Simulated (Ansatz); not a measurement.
This cell of BN (wurtzite) is off equilibrium:

```xyz
8
Lattice="5.0867 0.0000 0.0000 -1.2717 2.2026 0.0000 0.0000 0.0000 4.2069" Properties=species:S:1:pos:R:3 pbc="T T T"
B      1.2553     0.7247     4.1740
B      3.8313     0.7436     4.2389
B      0.0164     1.4778     2.0705
B      2.5270     1.4589     2.1355
N      1.2360     0.7136     2.6590
N      3.8506     0.7548     2.6021
N      0.0356     1.4890     0.5555
N      2.5077     1.4478     0.4987
```

All values below come from r2SCAN (plane waves to 500 eV, PAW, scalar-relativistic; Ansatz, a first-principles code). k mesh 15×15×8 (Γ-centred), Fermi-Dirac smearing 0.05 eV. Compression counts positive. BN was relaxed with its symmetry unable to fall. The PAW data are Ansatz's earlier set.

Question: What forces act on the atoms (eV/Å, Cartesian)?

Answer: 
```tsv
atom	Fx	Fy	Fz
B1	0.463	0.267	1.183
B2	-0.552	-0.319	-0.860
B3	-0.463	-0.267	1.183
B4	0.552	0.319	-0.860
N5	1.360	0.785	-1.321
N6	-1.493	-0.862	0.999
N7	-1.360	-0.785	-1.321
N8	1.493	0.862	0.999
```

Question: What is the stress tensor (GPa)?

Answer: 
```
    0.2     -0.1      0.0
   -0.1      0.3      0.0
    0.0      0.0      2.7
```
The pressure, a third of the trace, is 1.1 GPa.

(A displaced cell: forces are minus the slopes of the energy, force constants its curvatures, and phonons follow from these.)
